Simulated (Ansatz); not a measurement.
Starting cell, MoSi$_{2}$ (MoSi2 type, space group I4/mmm):

```
CELL_PARAMETERS angstrom
     -1.60086     1.60086     3.90929
      1.60086    -1.60086     3.90929
      1.60086     1.60086    -3.90929
ATOMIC_POSITIONS crystal
  Mo 0.00000 0.00000 0.00000
  Si 0.33530 0.33530 0.00000
  Si 0.66470 0.66470 0.00000
```

In each cell atom 1 (Mo, nearest neighbour Si at 2.605 Å; its periodic images, 3.2 Å or more away, move with it) moves by s·(-0.615, -0.615, -0.494) (towards the nearest neighbour), the rest being held.

Level of theory: r2SCAN (plane waves to 500 eV, PAW, scalar-relativistic; Ansatz, a first-principles code). k mesh 12×12×12 (Γ-centred), Fermi-Dirac smearing 0.05 eV. Left out: 4 of 11 points, with atoms too close for the PAW data. With partly filled bands, energies and forces of such displacements shift with the k mesh and the smearing. F∥ is the force on the atom along that direction. MoSi2 is run without spin polarisation. MoSi2 was relaxed with its symmetry unable to fall. 

```
s (Å)   F∥ (eV/Å)
------  ---------
-0.468      7.636
-0.312      4.143
-0.156      1.802
0.000       0.000
0.156      -1.802
0.312      -4.143
0.468      -7.636
```

Problem. What is the force constant k = d²E/ds² of this move at s = 0?

Solution. 11.0 eV/Å². The forces along the line at the two nearest points give (1.802 − (-1.802)) / (2·0.156) = 11.55 eV/Å²; the next pair corrects for the finite step.

(For displaced atoms, the force is minus the slope of the energy, and its curvature is a force constant, which sets phonon frequencies.)
